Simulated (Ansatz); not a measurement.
FeCo (CsCl type, space group No. 221) at seven volumes, DFT-PBE in the program Ansatz with PAW potentials, scaled uniformly. One row is withheld.

| V (Å³/atom) | P (GPa) |
|---|---|
| 10.478 | ? |
| 10.823 | 13.92 |
| 11.168 | 6.49 |
| 11.514 | -0.02 |
| 11.859 | -5.48 |
| 12.205 | -9.93 |
| 12.550 | -13.57 |

Question: Fit the shown pressures and predict the withheld one.

Answer: P = (3/2)B₀(x^(7/2) − x^(5/2))[1 + (3/4)(B′ − 4)(x − 1)] with x = (V₀/V)^(2/3). Least squares on the six rows gives V₀ = 11.512 Å³/atom, B₀ = 195 GPa, B′ = 4.89. At V = 10.478, x = 1.0648 and P = 23.11 GPa. The run itself gave 22.44 GPa.

Space group Pm-3m (CsCl type). The cell was relaxed with PBE under the symmetry of its start. The final state is ferromagnetic, chosen from 4 collinear starts compared on coarse meshes (ties went to the first, and starts can fall back to one state), not a proven ground state. Textbook magnetic order: ferromagnetic.

Potentials: the earlier of the program's two PAW sets.
